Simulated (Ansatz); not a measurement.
NaMnCl$_{3}$: computed property card

NaMnCl$_{3}$:
```
NaMnCl3
1.0
    3.28808     1.89837     6.19552
   -3.28808     1.89837     6.19552
    0.00000    -3.79674     6.19552
Na Mn Cl
2 2 6
Cartesian
  0.00000   0.00000  15.85566
  0.00000   0.00000   2.73091
  0.00000   0.00000  12.26211
  0.00000   0.00000   6.32446
  1.25499   1.74175  10.94905
 -1.25499  -1.74175   7.63752
 -2.13589   0.21598  10.94905
  2.13589  -0.21598   7.63752
  0.88090  -1.95773  10.94905
 -0.88090   1.95773   7.63752
```
The run is spin-polarised; directions of the spins, atom by atom: 0 0 ↑ ↑ 0 0 0 0 0 0.

Space group R-3 (No. 148); conventional cell a = b = 6.5762 Å, c = 18.5866 Å, α = β = 90.00°, γ = 120.00°.

Method: r²SCAN in the plane-wave PAW code Ansatz. Geometry: relaxed at this level of theory. Other levels are named where they apply.

### Cell and energy

| Property | Result |
|---|---|
| Volume per atom | 23.20 Å³ |
| Density | 2.64 g/cm³ |
| Formation energy from the elements (no fitted shifts) | -1.75 eV/atom |

### Electronic structure

| Item | Result |
|---|---|
| Band gap | 3.47 eV (smallest direct gap 3.47 eV) |
| Valence-band maximum | off the standard path, at k = (0.021, 0.333, -0.292) in fractions of the reciprocal vectors |
| Conduction-band minimum | off the standard path, at k = (0.104, 0.344, -0.208) in fractions of the reciprocal vectors |
| Electron effective mass | 2.5, 8.5, 15 mₑ (principal values) |

### Magnetism

| Property | Value |
|---|---|
| Magnetic order | ferromagnetic |
| Net moment | 1.00 μB per atom |

### Mechanics

| Quantity | Result |
|---|---|
| Bulk modulus (Birch–Murnaghan fit) | 31.3 GPa |
| Pressure derivative B′ | 5.2 |

### Charges

| Quantity | Value |
|---|---|
| Bader charges | Na +0.89, Mn +1.44, Cl -0.78 e |

The first step of the workflow began from a Materials Project structure, measured or hypothetical; the Crystallography Open Database files this formula in space group No. 148, but the cells were not matched. Its standing as an ambient phase is unchecked. Symmetry was held in the r²SCAN relaxation; its stability against distortions is not shown here. The final state is ferromagnetic, chosen from 4 collinear starts compared on coarse meshes (ties went to the first, and starts can fall back to one state), not a proven ground state. Other orbital occupations within this spin state were not tried. No Hubbard U is applied. The references are the lowest solids computed at this level, not always the standard phases (solids in place of the gases). The manganese reference at this level is a Cmcm phase, not α-Mn.

Potentials: the later of the program's two PAW sets.
